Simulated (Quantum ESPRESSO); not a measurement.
# Strain and stress in Ge7

The results below are calculated, not measured. They come from pw.x of Quantum ESPRESSO 7.5, a plane-wave density functional program, with PseudoDojo standard norm-conserving files (v0.5 for PBE, v0.4.1 for LDA and PBEsol). The cells are made up: elements, strain and atom displacements were drawn at random, and nothing was relaxed. There is no spin polarisation, spin-orbit coupling or dispersion term.

The cell has 8 sites of a zincblende or diamond lattice. Sites 1 to 4 hold Ge Ge empty Ge; sites 5 to 8 hold Ge Ge Ge Ge. Cell vectors in Å: (5.991, -0.067, 0.055); (-0.067, 5.939, -0.080); (0.055, -0.080, 5.922). Settings: PBE, cutoff 1061 eV, 6 x 6 x 6 k mesh shifted by half a step, Fermi-Dirac smearing of 0.1 eV.

Each run adds a shear xy (given as the tensor component) to one cell, with the atoms carried along; the vectors above are those of run 3. Stress is positive in tension and P is minus a third of its trace. E is the free energy for each atom above the lowest run shown.

```
run,strain (%),s_xx (GPa),s_yy (GPa),s_zz (GPa),s_xy (GPa),P (GPa),E (meV/atom)
1,-1.86,2.54,2.92,1.10,-2.84,-2.19,25.44
2,-1.09,2.67,3.10,1.25,-2.40,-2.34,17.97
3,-0.19,2.79,3.26,1.40,-1.90,-2.48,10.80
5,0.66,2.86,3.39,1.53,-1.42,-2.59,5.45
6,1.43,2.91,3.47,1.62,-0.99,-2.67,1.86
7,1.99,2.92,3.51,1.68,-0.68,-2.70,0.00
4,0.21,?,?,?,?,?,?
```

A rerun of one of these cells at 1347 eV and k mesh 8 x 8 x 8 moved values by no more than 0.002 eV in the cell's energy, 0.02 GPa in stress and 0.004 eV/Å in force.

## Worked fit

A parabola through the six runs shown gives s_xy = -1.79 + 0.56 e - 0.001 e² GPa, with e in per cent and a scatter of 0.01 GPa. The slope is a stiffness of 56 ± 1 GPa for each unit of this strain at e = 0, twice a shear constant under the stress shown, since the tensor component is half the shear angle. The atoms are clamped, and relaxing them would in general lower it. The error is the larger of the fit's own and the change that a cubic makes, rounded up.

## Withheld run

Question: what s_xy should run 4 give?

The fit gives -1.67 GPa. The calculation gave -1.68 GPa.

```
run  strain (%)  s_xx (GPa)  s_yy (GPa)  s_zz (GPa)  s_xy (GPa)  P (GPa)  E (meV/atom)
  4        0.21        2.83        3.33        1.46       -1.68    -2.54          8.09
```